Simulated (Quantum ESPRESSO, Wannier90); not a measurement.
# Wannier functions of AlGaAs2 (R3m)

Cell from Materials Project (mp-1228891), symmetrised, no further relaxation. Not found in the COD (Crystallography Open Database) copy used; not checked further. Level: PBEsol, spinors with spin-orbit coupling; pw.x of Quantum ESPRESSO at 68 Ry with PseudoDojo potentials, 4×4×4 k-points, Wannier90. Density: 10×10×10 mesh, Gaussian smearing 0.01 Ry.

```
begin unit_cell_cart
ang
   -2.0056599951    3.4739050142    0.0000000000
   -4.0113199902    0.0000000000    0.0000000000
   -2.0056599951    1.1579683381    6.5458770000
end unit_cell_cart
mp_grid = 4 4 4
```

Neighbour vectors b of the finite-difference formula (Å⁻¹), by shell:

| shell | b_x | b_y | b_z |
|---|---|---|---|
| 1 | 0.00000 | 0.00000 | 0.23997 |
| 1 | 0.00000 | 0.00000 | -0.23997 |
| 2 | -0.39159 | -0.22609 | -0.07999 |
| 2 | 0.00000 | 0.45217 | -0.07999 |
| 2 | -0.39159 | 0.22609 | 0.07999 |
| 2 | 0.39159 | 0.22609 | 0.07999 |
| 2 | 0.00000 | -0.45217 | 0.07999 |
| 2 | 0.39159 | -0.22609 | -0.07999 |

### Question
Find the weights w_b from the completeness condition Σ_b w_b b_α b_β = δ_αβ.

### Answer
Shell 1: Σ b_x² = 0.000, Σ b_y² = 0.000, Σ b_z² = 0.115 Å⁻²
Shell 2: Σ b_x² = 0.613, Σ b_y² = 0.613, Σ b_z² = 0.038 Å⁻²
Each of the three diagonal sums, weighted, has to give 1 and the off-diagonal ones 0, which holds for w_1 = 8.14 Å², w_2 = 1.63 Å². Check on xx: 8.14×0.000 + 1.63×0.613 = 1.00.

On this mesh the 12 functions of bands 35-46 (bands 35-46; start: atomic waves As 4p, conv_tol = 1.0e-6) end with spreads 3.1855, 3.2411, 3.2411, 3.1855, 3.1212, 3.1212, 2.8007, 3.4151, 3.4151, 2.8007, 2.7433, 2.7433 Å², Ω_I = 34.5074 Å² and Ω_D = 0.0766 Å².

Ω_total is the sum of the spreads, 37.014 Å². Ω_OD = Ω_total − Ω_I − Ω_D = 2.430 Å². Only (Ω_D + Ω_OD)/Ω_total = 6.8 % depends on the gauge, and another start could lower the total by that share at most. The rms radius is √(Ω_total/12) = 1.76 Å.
